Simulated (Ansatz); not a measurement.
## Calculated with Ansatz: LaAgS₂, settings compared

Launch command:

```bash
ansatz run input.yaml --threads 1 --pin off --max-ram 2560MiB --backend cpu --events-out ev --progress --plain --runs-dir out
```

The input file (Ansatz 0.2.0, plane waves):

```yaml
crystal:
  lattice:
    - [4.10914, 0.0, 0.0]
    - [0.0, 4.10914, 0.0]
    - [0.0, 0.0, 10.168683]
  atoms:
    - { symbol: Ag, position: [0.75, 0.25, 0.0] }
    - { symbol: Ag, position: [0.25, 0.75, 0.0] }
    - { symbol: La, position: [0.25, 0.25, 0.7651] }
    - { symbol: La, position: [0.75, 0.75, 0.2349] }
    - { symbol: S, position: [0.25, 0.25, 0.322] }
    - { symbol: S, position: [0.75, 0.75, 0.678] }
    - { symbol: S, position: [0.75, 0.25, 0.5] }
    - { symbol: S, position: [0.25, 0.75, 0.5] }
  symmetry: { tolerance: 0.0003 }
kpoints:
  mp_grid: { grid: [5, 5, 2], shift: [0, 0, 0] }
magnetization:
  spin_polarized: false
scf:
  occupations: { method: gaussian, width: 0.1649 }
hamiltonian:
  pseudopotentials: { kind: paw }
  xc: pbe
basis:
  ecutwfc: 420
output:
  forces: true
  stress: true
  eigenvalues: true
relax:
  max_steps: 40
  cell: {}
```

Origin of the cell: a known structure type with other elements, at an estimated volume, so it need not be a known compound.

Output of this run (shortened):

```
Pseudopotentials: kind: paw
Pseudopotential: Ag, paw, valence charge 19, recommended cutoff 420 eV (normal), Ag.paw.azcp
Pseudopotential: La, paw, valence charge 11, recommended cutoff 420 eV (normal), La.paw.azcp
Pseudopotential: S, paw, valence charge 6, recommended cutoff 420 eV (normal), S.paw.azcp
Functional definition: PBE
  exchange = pbe_x(kappa = kappa, mu = beta*pi^2/3)
  correlation = pbe_c(beta = beta)
Crystal: 8 atoms, lattice volume = 171.699 Å³
Basis set: ecut = 420 eV, 3345 PW (Γ), exchange–correlation on 60×60×144 points (8 copies of the dense FFT grid, shifted against one another)
Bands: 51, of which v1, the nominal top of the filled ones, is band 42 counted from 1 (41 counted from 0)
Symmetry: 16 space group operations
Space group: P4/nmm (ITA 129), of the structure as read, at distance tolerance 1.7e-3 Å
[… 7 lines left out …]
Initial density: superposition of atomic densities (neutral atoms: chi_scale 0, normalization atom), corrected by the library's trained network
Functional: x = pbe(κ = 0.804, μ = 0.219515), c = pbe(β = 0.066725)
SCF iter   1: F=—  HF=-31292.243467 eV  Δρ=4.01e-3  dr2=9.71e-2
SCF iter   2: F=—  HF=-31292.243439 eV  Δρ=2.10e-3  dr2=1.87e-2  defer=1
SCF iter   3: F=—  HF=-31292.243674 eV  Δρ=5.74e-4  dr2=1.87e-3  defer=1
SCF iter   4: F=—  HF=-31292.243659 eV  Δρ=1.75e-4  dr2=1.48e-4  defer=1
SCF iter   5: F=—  HF=-31292.243656 eV  Δρ=1.07e-4  dr2=2.35e-5  defer=1
SCF iter   6: F=—  HF=-31292.243520 eV  Δρ=2.69e-5  dr2=2.64e-6  defer=1
SCF iter   7: F=-31292.243520 eV  HF=-31292.243520 eV  Δρ=5.56e-6  dr2=8.45e-8
relax step   1: F+E_penalty+E_count = -31292.243520 eV  Δ(F+E_penalty+E_count) = +0.000e0 eV  max|allowed force component| = 2.839e0 eV/Å  Δτ_max = 0.0000 Å  P = +1.876 GPa  Ω = 171.699 Å³  ( […]
relax step   2: F+E_penalty+E_count = -31294.306831 eV  Δ(F+E_penalty+E_count) = -2.063e0 eV  max|allowed force component| = 2.559e0 eV/Å  Δτ_max = 0.1962 Å  P = +0.979 GPa  Ω = 172.759 Å³  e […]
relax step   3: F+E_penalty+E_count = -31295.864114 eV  Δ(F+E_penalty+E_count) = -1.557e0 eV  max|allowed force component| = 1.977e0 eV/Å  Δτ_max = 0.1964 Å  P = +1.008 GPa  Ω = 173.118 Å³  e […]
relax step   4: F+E_penalty+E_count = -31297.007536 eV  Δ(F+E_penalty+E_count) = -1.143e0 eV  max|allowed force component| = 1.490e0 eV/Å  Δτ_max = 0.1968 Å  P = +0.676 GPa  Ω = 174.842 Å³  e […]
relax step   5: F+E_penalty+E_count = -31297.774339 eV  Δ(F+E_penalty+E_count) = -7.668e-1 eV  max|allowed force component| = 8.998e-1 eV/Å  Δτ_max = 0.1950 Å  P = +0.813 GPa  Ω = 176.257 Å³ […]
[… 9 lines left out …]
relax step  15: F+E_penalty+E_count = -31299.322827 eV  Δ(F+E_penalty+E_count) = -3.218e-3 eV  max|allowed force component| = 7.093e-3 eV/Å  Δτ_max = 0.0145 Å  P = -0.041 GPa  Ω = 185.409 Å³ […]
relax step  16: F+E_penalty+E_count = -31299.323075 eV  Δ(F+E_penalty+E_count) = -2.479e-4 eV  max|allowed force component| = 1.440e-3 eV/Å  Δτ_max = 0.0033 Å  P = +0.000 GPa  Ω = 185.269 Å³ […]
relax step  17: F+E_penalty+E_count = -31299.329265 eV  Δ(F+E_penalty+E_count) = -6.190e-3 eV  max|allowed force component| = 1.483e-3 eV/Å  Δτ_max = 0.0000 Å  P = +0.079 GPa  Ω = 185.269 Å³  stress off target by 1.21e-1 GPa […]
relax step  18: F+E_penalty+E_count = -31299.329526 eV  Δ(F+E_penalty+E_count) = -2.614e-4 eV  max|allowed force component| = 7.449e-4 eV/Å  Δτ_max = 0.0040 Å  P = +0.005 GPa  Ω = 185.513 Å³ […]
relax step  19: F+E_penalty+E_count = -31299.329548 eV  Δ(F+E_penalty+E_count) = -2.126e-5 eV  max|allowed force component| = 7.470e-4 eV/Å  Δτ_max = 0.0000 Å  P = +0.005 GPa  Ω = 185.513 Å³  stress off target by 1.03e-2 GPa […]
SCF 19 converged in 5 iterations: F = -31299.329548 eV  dr2 = 3.91e-11
basis re-selected at this cell: Δ(F+E_penalty+E_count) = -2.126e-5 eV, ΔP = -0.000 GPa vs the last step (what re-selecting the basis moved, of the pressure what is left beyond the Pulay corre […]
SCF converged after 5 iterations
Free energy (F): -31299.329548 eV
Harris-Foulkes:  -31299.329548 eV  (|F-HF|=0.00e0)
Internal energy: -31299.329548 eV  (E = F + TS)
E sigma→0 (E₀):  -31299.329548 eV
Entropy (-TS):   -0.000000 eV (-0.000 meV/atom)
Fermi energy:    10.226419 eV
--- Per-component energies (eV) ---
  E_band       = -747.251867
  E_kinetic    = 1865.691761
  E_local      = -9151.478822  (includes V_loc(G=0)·N_el)
  E_nonlocal   = 470.697350
  E_hartree    = 4078.957102
  E_xc         = -1036.277845
  E_vxc        = -1113.825803  (∫ρ·V_xc dr)
  E_paw        = -21042.827689  (= ΣΔE_a)
  E_vpaw       = -976.251134  (= ΣTr[D̂ρ^β])
  E_aug_tail   = 0.000642  (compensation charges beyond the density's cutoff)
  E_ewald      = -6484.092046
  E_smearing   = -0.000000  (= −TS)
  Σ components = -31299.329548   (vs F -31299.329548, Δ=0.00e0)
--- Forces (eV/Å), atoms counted from 1 ---
  atom   1  Ag     0.000000     0.000000    -0.000000
  atom   2  Ag    -0.000000     0.000000     0.000000
  atom   3  La    -0.000000     0.000000    -0.000049
  atom   4  La     0.000000     0.000000     0.000049
  atom   5  S     -0.000000     0.000000    -0.000747
  atom   6  S      0.000000     0.000000     0.000747
  atom   7  S      0.000000     0.000000    -0.000000
  atom   8  S     -0.000000     0.000000     0.000000
  max |Σ_I F_I| component: 0.0 eV/Å
--- Stress (GPa, compression-positive) ---
        0.010323       0.000000       0.000000
        0.000000       0.010323      -0.000000
        0.000000      -0.000000      -0.006836
  P = ⅓ Tr σ = 0.0046 GPa (0.046 kbar)
--- Relaxed structure (17 steps of the walk, 17 accepted, 2 SCFs on fresh bases) ---
  F+E_penalty+E_count = -31299.329548 eV   max|allowed force component| = 7.470e-4 eV/Å   (the final SCF, on the basis selected at the relaxed cell)
  cell:  # Å, volume = 185.5126 Å³
    - [4.527058, 0.0, 0.0]
    - [0.0, 4.527058, 0.0]
    - [0.0, 0.0, 9.051933]
  atoms:
    - { symbol: Ag, position: [0.75, 0.25, 0.0] }
    - { symbol: Ag, position: [0.25, 0.75, 0.0] }
    - { symbol: La, position: [0.25, 0.25, 0.678093] }
    - { symbol: La, position: [0.75, 0.75, 0.321907] }
    - { symbol: S, position: [0.25, 0.25, 0.163073] }
    - { symbol: S, position: [0.75, 0.75, 0.836927] }
    - { symbol: S, position: [0.75, 0.25, 0.500000] }
    - { symbol: S, position: [0.25, 0.75, 0.500000] }
```

The same input was run again with these changes:

1. `scf.initial_density.chi_scale` default → 0.3; `scf.occupations.width` 0.1649 → 0.05
2. `scf.algorithm` default → direct_min
3. `scf.occupations.width` 0.1649 → default; `scf.occupations.method` gaussian → tetrahedron

| run | end | SCF iterations | volume (Å³/atom) | max force component (eV/Å) | moment (μB) | ΔE(σ→0) (meV/atom) |
| --- | --- | --- | --- | --- | --- | --- |
| base | converged | 137 | 23.19 | 0.001 | – | 0 |
| 1 | converged | 168 | 23.18 | 0.004 | – | 0.00 |
| 2 | converged | 129 | 23.19 | 0.001 | – | 0.00 |
| 3 | converged | 232 | 24.25 | 0.001 | – | 144.20 |

Energies are compared only where functional, datasets, charge and starting cell are the same.

Run 3 relaxed to another structure than the base run, so its differences aren't those of the setting alone.

Caveats of the base run: no spin-orbit coupling, though heavy elements are present; the relaxation held the start's symmetry, so the end may be a saddle point; wide smearing.

Run 3: forces and stress under tetrahedra may miss the slope of the energy; no dispersion correction, so spacings can come out too large where layers or molecules are weakly bound; the k mesh is coarse if the cell is a metal.

The base run ran for 2.6 min on 1 thread of Arm Neoverse V2 (shared host), peak memory 0.48 GiB, from the program's own first density.
